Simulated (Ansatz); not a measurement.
Input file for Ansatz (a program for electronic structure):

Ansatz 0.2 input:
```yaml
crystal:
  lattice:
    - [4.1606725736, 0.0, 0.0]
    - [0.0, 4.1606725736, 0.0]
    - [0.0, 0.0, 4.1606725736]
  atoms:
    - { symbol: In, position: [0.0, 0.0, 0.0] }
    - { symbol: Ir, position: [0.0, 0.5, 0.5] }
    - { symbol: Ir, position: [0.5, 0.0, 0.5] }
    - { symbol: Ir, position: [0.5, 0.5, 0.0] }
    - { symbol: N, position: [0.5, 0.5, 0.5] }
kpoints:
  mp_grid: { grid: [7, 7, 7] }
  band_path:
    path:
      - [[0.0, 0.0, 0.0], [0.0, 0.5, 0.0], [0.5, 0.5, 0.0], [0.0, 0.0, 0.0], [0.5, 0.5, 0.5], [0.0, 0.5, 0.0]]  # Γ-X-M-Γ-R-X
      - [[0.5, 0.5, 0.5], [0.5, 0.5, 0.0]]  # R-M
    npoints: 12
basis: { xc_grid: 2 }
hamiltonian:
  xc: pbe
  pseudopotentials: { kind: paw }
magnetization: { noncollinear: true, spin_orbit: true }
scf:
  n_extra_bands: 13
  convergence: { dr2_threshold: 0.0000000001 }
  occupations: { method: gaussian, width: 0.05 }
output: { eigenvalues: true }
```

Output (shortened):

```
Pseudopotential: In, paw_fr, valence charge 13
Pseudopotential: Ir, paw_fr, valence charge 17
Pseudopotential: N, paw_fr, valence charge 5
Functional definition: PBE
non-collinear run that drives no moment, with spin-orbit …
Crystal: 5 atoms, lattice volume = 72.026 Å³
Basis set: ecut = 420 eV, 1365 PW (Γ), exchange–correlation on 60×60×60 points (8 copies of the dense FFT grid, shifted against one another)
Bands: 82, of which v1, the nominal top of the filled ones, is band 69 counted from 1 (68 counted from 0)
Symmetry: 48 space group operations + 48 with time reversal
k-points: 20 of 343
Projection manifold: j_resolved (fully-relativistic pseudo-atomic orbitals)
SCF iter   1: F=—  HF=-41883.177797 eV  |F-HF|=—  |Δ(HF+E_count)|=         —  Δρ=5.95e-2  dr2=2.89e0  dr2_m=0.00e0 (ungated)  ethr=3.10e-3  |M|=0.00e0 ∫|m|=0.00e0 μB  |m|>n=0.0e0 m-floor=0.0e0 τ_xc=0.0e0  β_m=0.30  ⟨swp⟩=5.8  Hψ=3474  notcnv=0
preconditioner: auto → Kerker (q_TF=auto, 2.709 Å⁻¹)
spin=Noncollinear: Kerker preconditioning applied to the charge; magnetization (m_x, m_y, m_z) channels mix plain (no charge-response kernel on spin).
SCF iter   2: F=—  HF=-41882.767498 eV  |F-HF|=—  |Δ(HF+E_count)|=   4.10e-1  Δρ=4.00e-2  dr2=1.29e0  dr2_m=0.00e0 (ungated)  ethr=3.10e-3  |M|=0.00e0 ∫|m|=0.00e0 μB  |m|>n=0.0e0 m-floor=0.0e0 τ_xc=0.0e0  β_m=0.58  ⟨swp⟩=1.8  Hψ=994  notcnv=0  defer=66
SCF iter   3: F=—  HF=-41882.425232 eV  |F-HF|=—  |Δ(HF+E_count)|=   3.42e-1  Δρ=9.24e-3  dr2=9.45e-2  dr2_m=0.00e0 (ungated)  ethr=1.86e-3  |M|=0.00e0 ∫|m|=0.00e0 μB  |m|>n=0.0e0 m-floor=0.0e0 τ_xc=0.0e0  β_m=0.60  ⟨swp⟩=2.6  Hψ=1265  notcnv=0  defer=104
SCF iter   4: F=—  HF=-41882.403075 eV  |F-HF|=—  |Δ(HF+E_count)|=   2.22e-2  Δρ=4.17e-3  dr2=1.39e-2  dr2_m=0.00e0 (ungated)  ethr=1.37e-4  |M|=0.00e0 ∫|m|=0.00e0 μB  |m|>n=0.0e0 m-floor=0.0e0 τ_xc=0.0e0  β_m=0.80  ⟨swp⟩=2.0  Hψ=1110  notcnv=0  defer=118
SCF iter   5: F=—  HF=-41882.399910 eV  |F-HF|=—  |Δ(HF+E_count)|=   3.16e-3  Δρ=1.13e-3  dr2=7.80e-4  dr2_m=0.00e0 (ungated)  ethr=2.02e-5  |M|=0.00e0 ∫|m|=0.00e0 μB  |m|>n=0.0e0 m-floor=0.0e0 τ_xc=0.0e0  β_m=0.90  ⟨swp⟩=2.0  Hψ=1147  notcnv=0  defer=118
SCF iter   6: F=—  HF=-41882.399773 eV  |F-HF|=—  |Δ(HF+E_count)|=   1.37e-4  Δρ=2.25e-4  dr2=4.14e-5  dr2_m=0.00e0 (ungated)  ethr=1.13e-6  |M|=0.00e0 ∫|m|=0.00e0 μB  |m|>n=0.0e0 m-floor=0.0e0 τ_xc=0.0e0  β_m=0.95  ⟨swp⟩=2.0  Hψ=1166  notcnv=0  defer=118
SCF iter   7: F=—  HF=-41882.399772 eV  |F-HF|=—  |Δ(HF+E_count)|=   1.50e-6  Δρ=6.73e-5  dr2=2.49e-6  dr2_m=0.00e0 (ungated)  ethr=6.00e-8  |M|=0.00e0 ∫|m|=0.00e0 μB  |m|>n=0.0e0 m-floor=0.0e0 τ_xc=0.0e0  β_m=0.96  ⟨swp⟩=2.0  Hψ=1144  notcnv=0  defer=118
SCF iter   8: F=—  HF=-41882.399772 eV  |F-HF|=—  |Δ(HF+E_count)|=   1.83e-7  Δρ=1.58e-5  dr2=1.60e-7  dr2_m=0.00e0 (ungated)  ethr=3.62e-9  |M|=0.00e0 ∫|m|=0.00e0 μB  |m|>n=0.0e0 m-floor=0.0e0 τ_xc=0.0e0  β_m=0.98  ⟨swp⟩=2.0  Hψ=1173  notcnv=0  defer=118
SCF iter  11: F=-41882.399772 eV  HF=-41882.399772 eV  |F-HF|=0.00e0  |Δ(HF+E_count)|=  2.18e-11  Δρ=1.23e-7  dr2=1.31e-11  dr2_m=0.00e0 (ungated)  ethr=1.00e-12  |M|=0.00e0 ∫|m|=0.00e0 μB  |m|>n=0.0e0 m-floor=0.0e0 τ_xc=0.0e0  ⟨swp⟩=7.8  Hψ=2260  notcnv=0
SCF 1 converged in 11 iterations: F = -41882.399772 eV  dr2 = 1.31e-11
NSCF: frozen V_eff on 74 k-points
SCF converged after 11 iterations
Magnetization: |M| = 0.0000 μB,  M = (+0.0000, +0.0000, +0.0000) μB
Absolute magnetization: 0.0000 μB (∫|m|)
  site 0: m = (+0.0000, +0.0000, +0.0000) μB, |m| = 0.0000 μB  (R = 1.21 Å)
  site 1: m = (+0.0000, +0.0000, +0.0000) μB, |m| = 0.0000 μB  (R = 0.86 Å)
  site 2: m = (+0.0000, +0.0000, +0.0000) μB, |m| = 0.0000 μB  (R = 0.86 Å)
  site 3: m = (+0.0000, +0.0000, +0.0000) μB, |m| = 0.0000 μB  (R = 0.86 Å)
  site 4: m = (+0.0000, +0.0000, +0.0000) μB, |m| = 0.0000 μB  (R = 0.86 Å)
Free energy (F): -41882.399772 eV
Harris-Foulkes:  -41882.399772 eV  (|F-HF|=0.00e0)
Internal energy: -41882.395112 eV  (E = F + TS)
E sigma→0 (E₀):  -41882.397442 eV
Entropy (-TS):   -0.004659 eV (-0.932 meV/atom)
Fermi energy:    20.229216 eV
--- Per-component energies (eV) ---
  E_band       = -382.840646
  E_kinetic    = 2251.256092
  E_local      = -4990.762670  (includes V_loc(G=0)·N_el)
  E_nonlocal   = 610.318271
  E_hartree    = 1917.926408
  E_xc         = -1076.987315
  E_vxc        = -1073.403837  (∫ρ·V_xc dr)
  E_paw        = -32035.242527  (= ΣΔE_a)
  E_vpaw       = -1016.101771  (= ΣTr[D̂ρ^β])
  E_aug_tail   = 0.000365  (compensation charges beyond the density's cutoff)
  E_ewald      = -8558.903736
  E_smearing   = -0.004659  (= −TS)
  E_closure    =  0.000000  (closes the sum)
  Σ components = -41882.399772   (vs F -41882.399772, Δ=0.00e0)
  [band-id]    e_kinetic+e_local+e_nonlocal+2·e_hartree+e_vxc+e_vpaw+e_augmentation_tail = -382.840734   (vs E_band -382.840646, Δ=-8.77e-5)
--- Band table (eV; the first three rows and the last of 20) ---
  k-point 0: bands = ["-71.9699", "-71.9699", "-71.9475", "-71.9475", "-71.9475", "-71.9475", "-38.9377", "-38.9377", "-38.9377", "-38.9377", "-38.8583", "-38.8583", "-25.8136", "-25.8136", "-25.6016", "-25.6016", "-25.6016", "-25.6016", "-25.2019", …
  k-point 1: bands = ["-71.9689", "-71.9689", "-71.9484", "-71.9484", "-71.9475", "-71.9475", "-38.9378", "-38.9378", "-38.9343", "-38.9343", "-38.8618", "-38.8618", "-25.8039", "-25.8039", "-25.6091", "-25.6091", "-25.5986", "-25.5986", "-25.2064", …
  k-point 2: bands = ["-71.9663", "-71.9663", "-71.9511", "-71.9511", "-71.9475", "-71.9475", "-38.9379", "-38.9379", "-38.9251", "-38.9251", "-38.8713", "-38.8713", "-25.7777", "-25.7777", "-25.6300", "-25.6300", "-25.5917", "-25.5917", "-25.2164", …
  k-point 19: bands = ["-71.9557", "-71.9557", "-71.9545", "-71.9545", "-71.9545", "-71.9545", "-38.9217", "-38.9217", "-38.9089", "-38.9089", "-38.9061", "-38.9061", "-25.8149", "-25.8149", "-25.5936", "-25.5936", "-25.5870", "-25.5870", "-25.3436", …
```

Cost: about 50 core-seconds (a rough figure) on shared cores.

Space group Pm-3m (anti-perovskite). The start of the workflow was typed in or built on a structure type; neither database checked (COD, Materials Project) lists it. Whether it is the stable phase at ambient conditions was not checked. The PBE relaxation kept the symmetry of its start; whether a distortion lowers the energy is not shown. The run is not spin-polarised. The volume moved by 16 % from the start of the relaxation. Its formation energy is positive at this level, so the cell may be metastable or incomplete.

Potentials: the later of the program's two PAW sets.

Ansatz is a plane-wave DFT program.
